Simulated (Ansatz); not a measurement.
# 6 guesses for Si₄BW and where they end

Theory: DFT PBE, scalar-relativistic, plane waves, PAW in Ansatz 0.2.0. Settings: cutoff 420 eV, Γ-centred meshes spaced at most about 0.3 Å⁻¹, and about 0.25 Å⁻¹ or finer for metals (2π included), Gaussian smearing. No spin polarisation in the final relaxations.

Each guess was relaxed in cell and atoms at zero pressure, within the symmetry of its start. All energies are static (0 K, no zero-point motion). Coordination counts B or Si atoms around W (for each partner element, those within 1.25 times its shortest distance or 1.15 times the sum of covalent radii, where it is the nearest in units of that sum or under 1.3; a plus sign parts groups by distance over the sum of covalent radii).

```csv
guess,made from,start group,V start (Å³/atom),end group,V end (Å³/atom),coordination at the end,gap on mesh (eV),E over the lowest end (meV/atom)
1,random cell,P6/mmm,15.3,?,?,?,?,?
2,Be4AlFe type,F-43m,13.6,F-43m,13.1,W 12+4,0,554
3,RbAlF4 type,P4/mmm,11.6,P4/mmm,15.4,W 8,0,819
4,random cell,I4/mmm,13.7,I4/mmm,14.6,W 2+8+8,0,512
5,Mg4SiGe type,P4/mmm,17.9,P4/mmm,13.9,W 8,0,0
6,random cell,P4/mmm,14.1,P4/mmm,15.8,W 8,0,130
```

Guess 1 as it starts:

```
Si B W
1.0
     3.66848    0.00000    0.00000
    -1.83424    3.17700    0.00000
     0.00000    0.00000    7.85288
Si B W
4 1 1
Direct
  0.33333 0.66667 0.33270
  0.33333 0.66667 0.66730
  0.66667 0.33333 0.66730
  0.66667 0.33333 0.33270
  0.00000 0.00000 0.50000
  0.00000 0.00000 0.00000
```

Question: Predict the end of this guess and its energy over the lowest end.

Answer: It ends in space group P6/mmm (No. 191), with a = 4.404 Å, c = 4.740 Å, 13.3 Å³/atom and no gap. It lies 201 meV/atom over the lowest end, above guess 6 and below guess 4. Counting B or Si atoms around W, this end has W 14 and the lowest (guess 5) has W 8. This end holds Si–Si bonds in all directions (shortest 2.36 Å); the lowest (guess 5) holds Si–Si pairs (shortest 2.49 Å).

```yaml
crystal:
  lattice:
    - [4.40449, 0.00000, 0.00000]
    - [-2.20224, 3.81440, 0.00000]
    - [0.00000, 0.00000, 4.74028]
  atoms:
    - { symbol: Si, position: [0.33333, 0.66667, 0.25061] }
    - { symbol: Si, position: [0.33333, 0.66667, 0.74939] }
    - { symbol: Si, position: [0.66667, 0.33333, 0.74939] }
    - { symbol: Si, position: [0.66667, 0.33333, 0.25061] }
    - { symbol: B, position: [0.00000, 0.00000, 0.50000] }
    - { symbol: W, position: [0.00000, 0.00000, 0.00000] }
```

Energies over the elements count from the elements' standard structures at the same level, with no fitted energy shifts.

Question: Is the lowest end bound against the elements?

Answer: No: its formation energy is +0.36 eV/atom. A positive value: parting into the elements would lower its energy.

These runs have no spin–orbit coupling, which can matter for W. A magnetic state wasn't ruled out in cells without spin, among them P4/mmm at 13.9 Å³/atom, P4/mmm at 15.8 Å³/atom, P6/mmm, I4/mmm, F-43m and others. Cells relaxed within their symmetry can be saddle points. A lower structure may well exist outside this small set. Some types were kept out of the candidates beforehand, so the set may lack a known form.
